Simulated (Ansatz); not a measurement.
The calculation used Ansatz, DFT PBE, scalar-relativistic, plane waves, PAW. All cells share a 420 eV cutoff and Γ-centred k meshes spaced at most about 0.3 Å⁻¹ (about 0.25 or finer for metals, 2π included). No spin polarisation in the final relaxations.

All energies are static (0 K, no zero-point motion).

Two forms of Zr2TiC3 were relaxed alike.

1. Space group I4/mmm (No. 139), tetragonal, a = 3.262 Å, c = 13.752 Å. Zr has 6 C at 2.25–2.41 Å and 4 Ti at 3.22 Å; around Ti lie 6 C at 2.22–2.31 Å and 8 Zr at 3.22 Å; C on a site of symmetry 4mm has 1 Ti at 2.22 Å and 5 Zr at 2.31–2.41 Å; around C on a site of symmetry 4/mmm lie 2 Zr at 2.25 Å and 4 Ti at 2.31 Å.

2. Space group P-3m1 (No. 164), trigonal, a = 3.253 Å, c = 7.926 Å. Zr has 6 C at 2.33 Å and 3 Ti at 3.20 Å; Ti is surrounded by 6 C at 2.24 Å and 6 Zr at 3.20 Å; C on a site of symmetry 3m is surrounded by 3 Ti at 2.24 Å and 3 Zr at 2.33 Å; C on a site of symmetry -3m has 6 Zr at 2.33 Å.

Problem. Which placement of the atoms is lower in energy, and by how much?

Solution. Cell 2 is lower, by 20 meV/atom. The two share one framework of sites and differ in which element sits where. Cell 1 has Zr and Ti ordered on rock salt sites, space group I4/mmm (No. 139), 12.2 Å³/atom and no gap on its mesh; cell 2 has Zr and Ti ordered on rock salt sites, space group P-3m1 (No. 164), 12.1 Å³/atom and no gap. Counting C atoms around Ti and Zr (those within 1.25 times the shortest such distance or 1.15 times the sum of covalent radii), cell 1 and cell 2 both have Zr 6, Ti 6. Both come from invented guesses.

With atoms moved at random, P-3m1 came back. Other cells relaxed within their symmetry can be saddle points.
